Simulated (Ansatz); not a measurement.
Polymorphs of PtC, each relaxed with r²SCAN in the plane-wave PAW code Ansatz:

A: P-6m2
a = 3.004 Å, b = 3.004 Å, c = 2.864 Å, α = 90.00°, β = 90.00°, γ = 120.00°

```
atom  site  symmetry       x       y       z
----  ----  --------  ------  ------  ------
Pt      1a      -6m2  0.0000  0.0000  0.0000
C       1d      -6m2  0.3333  0.6667  0.5000
```

B: zinc blende (F-43m)
a = 4.696 Å, b = 4.696 Å, c = 4.696 Å, α = 90.00°, β = 90.00°, γ = 90.00°

```csv
atom,site,symmetry,x,y,z
Pt,4a,-43m,0.0000,0.0000,0.0000
C,4d,-43m,0.7500,0.7500,0.7500
```

Task: Order them by energy per atom at 0 K (lowest first) at the level r²SCAN.

Result: B (+0 meV/atom), A (+686 meV/atom)

Typed or built starts, not in the databases checked: A; B. All cells were relaxed under the symmetry of their starts (and spin orders); stability against distortions was not tested throughout. Named crystals with no word on spin ran without spin polarisation. Spin–orbit coupling is left out wherever it is not named.

Energies hold the estimated change up to a 700 eV cutoff; steps of a few meV lie near the error of the meshes.

Potentials: the earlier of the program's two PAW sets. The files were generated under PBE; for other functionals the program regenerates the frozen cores, and for LDA and PBEsol the local potential too.
